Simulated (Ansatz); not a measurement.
**TaAs: computed property card**

TaAs:
```cif
data_As4Ta4
_chemical_formula_sum 'Ta4 As4'
_space_group_name_H-M_alt 'I41md'
_space_group_IT_number 109
_space_group_name_Hall 'I 4bw -2'
_cell_length_a 3.42863
_cell_length_b 3.42863
_cell_length_c 11.58262
_cell_angle_alpha 90.000
_cell_angle_beta 90.000
_cell_angle_gamma 90.000
loop_
_atom_site_label
_atom_site_type_symbol
_atom_site_symmetry_multiplicity
_atom_site_Wyckoff_symbol
_atom_site_fract_x
_atom_site_fract_y
_atom_site_fract_z
_atom_site_occupancy
Ta1 Ta 4 a 0.00000 0.00000 0.74899 1
As1 As 4 a 0.00000 0.00000 0.16701 1
```
(The calculation used a cell of 4 atoms; values per cell refer to that cell.)

Space group I4_1md (No. 109); conventional cell a = b = 3.4286 Å, c = 11.5826 Å, α = β = γ = 90.00°.

Method: PBEsol (plane waves, PAW; program Ansatz). Geometry: relaxed at this level of theory. Other levels are named where they apply.

### Cell and energy

- Volume per atom: 17.02 Å³
- Density: 12.48 g/cm³
- Formation energy from the elements (no fitted shifts): -0.61 eV/atom

### Electronic structure

- Electronic character: no gap, with almost no states at the Fermi level (zero-gap or semimetallic)
- Density of states at the Fermi level: 0.01 states/eV per atom (mean over ±0.08 eV)

### Mechanics

- Bulk modulus (Birch–Murnaghan fit) = 189 GPa
- Pressure derivative B′ = 4.3

The cell was relaxed with PBEsol under the symmetry of its start. The run is not spin-polarised. A small band overlap can be real or an error of a semilocal functional. The references are the lowest solids computed at this level, not always the standard phases. Scalar-relativistic: spin–orbit coupling is off unless named, which matters more the heavier the elements.

Potentials: the later of the program's two PAW sets.
